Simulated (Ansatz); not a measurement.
C:
```cif
data_C12
_chemical_formula_sum 'C12'
_space_group_name_H-M_alt 'P6/mmm'
_space_group_IT_number 191
_space_group_name_Hall '-P 6 2'
_cell_length_a 6.84483
_cell_length_b 6.84483
_cell_length_c 3.57079
_cell_angle_alpha 90.000
_cell_angle_beta 90.000
_cell_angle_gamma 120.000
loop_
_atom_site_label
_atom_site_type_symbol
_atom_site_symmetry_multiplicity
_atom_site_Wyckoff_symbol
_atom_site_fract_x
_atom_site_fract_y
_atom_site_fract_z
_atom_site_occupancy
C1 C 6 j 0.00000 0.20719 0.00000 1
C2 C 6 j 0.00000 0.41139 0.00000 1
```

Relaxed with r²SCAN+D4.

Which orbitals make up the states near the Fermi level in r²SCAN+D4 in the plane-wave PAW code Ansatz?

Within 0.5 eV of the Fermi level: C 2p 99 %. Projections are on Löwdin-orthogonalised atomic valence shells; empty p or d shells of many metals are not among them.

Tabulate the density of states.

States/eV per cell of 12 atoms, in 0.25 eV bins, energy from the Fermi level.

```tsv
E (eV)	total	C 2p	C 2s
-7.85	3.66	3.46	0.18
-7.60	0.39	0.38	0.00
-7.35	1.37	1.31	0.00
-7.10	1.42	1.37	0.01
-6.85	5.33	4.83	0.45
-6.60	7.26	6.76	0.42
-6.35	5.02	4.78	0.20
-6.10	3.08	2.99	0.07
-5.85	1.42	1.39	0.00
-5.60	1.48	1.45	0.00
-5.35	2.17	2.13	0.00
-5.10	2.36	2.32	0.00
-4.85	2.61	2.58	0.00
-4.60	2.32	2.30	0.00
-4.35	1.85	1.84	0.00
-4.10	1.46	1.45	0.00
-3.85	1.70	1.69	0.00
-3.60	2.12	2.10	0.00
-3.35	1.86	1.85	0.00
-3.10	6.69	6.44	0.21
-2.85	8.61	8.35	0.21
-2.60	7.37	7.21	0.12
-2.35	5.05	4.96	0.07
-2.10	5.31	5.24	0.05
-1.85	1.56	1.56	0.00
-1.60	1.19	1.18	0.00
-1.35	1.24	1.23	0.00
-1.10	1.43	1.42	0.00
-0.85	1.34	1.33	0.00
-0.60	1.18	1.17	0.00
-0.35	1.09	1.08	0.00
-0.10	0.80	0.79	0.00
0.15	0.75	0.74	0.00
0.40	1.04	1.03	0.00
0.65	1.09	1.08	0.00
0.90	1.22	1.20	0.00
1.15	1.23	1.21	0.00
1.40	1.10	1.08	0.00
1.65	0.88	0.86	0.00
1.90	1.08	1.05	0.00
2.15	1.08	1.05	0.00
2.40	1.12	1.09	0.00
2.65	1.14	1.11	0.00
2.90	1.15	1.12	0.00
3.15	0.93	0.90	0.00
3.40	0.76	0.74	0.00
3.65	1.46	1.28	0.12
3.90	3.70	3.16	0.39
4.15	5.57	4.88	0.46
4.40	5.49	4.89	0.37
4.65	5.42	4.91	0.23
```

The start of the workflow was typed in or built on a structure type; the Crystallography Open Database copy checked does not list it. It is not the phase usual at ambient conditions (space group No. 194, 227). The cell was relaxed with r²SCAN+D4 under the symmetry of its start. At this level the phase is mechanically unstable.

Potentials: the later of the program's two PAW sets.
